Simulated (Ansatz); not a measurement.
TiZnO3 in space group R-3 (No. 148; Ti on 6c, Zn on 6c, O on 18f), PBEsol (plane waves, PAW; program Ansatz), all energies at zero smearing, with the estimated change up to a 700 eV cutoff added, with one set of potentials and settings (totals compare only within such a set). Cell of 10 atoms (2 Ti, 2 Zn, 6 O): -14883.990 eV.

```json
[
 {"element": "Ti", "reference phase": "P6/mmm, 3 atoms in the cell", "E (eV/atom)": "-2473.9117"},
 {"element": "Zn", "reference phase": "P6_3/mmc, 2 atoms in the cell", "E (eV/atom)": "-3280.9077"},
 {"element": "O", "reference phase": "C2/m, 4 atoms in the cell, spin-polarised", "E (eV/atom)": "-558.3554"}
]
```

Formation energy per atom, worked out: (-14883.990 − 2×(-2473.9117) − 2×(-3280.9077) − 6×(-558.3554))/10 = -2.422 eV/atom (-234 kJ per mol of atoms), at 0 K, without zero-point energy or fitted corrections.

The first step of the workflow began from a Materials Project structure, measured or hypothetical; the Crystallography Open Database copy checked does not list it. Whether it is the stable phase at ambient conditions was not checked. The cell was relaxed with PBEsol under the symmetry of its start; its stability against distortions is not shown here. No spin polarisation was allowed. The references are the lowest solids computed at this level, not always the standard phases (solids in place of the gases).

Potentials: the later of the program's two PAW sets.
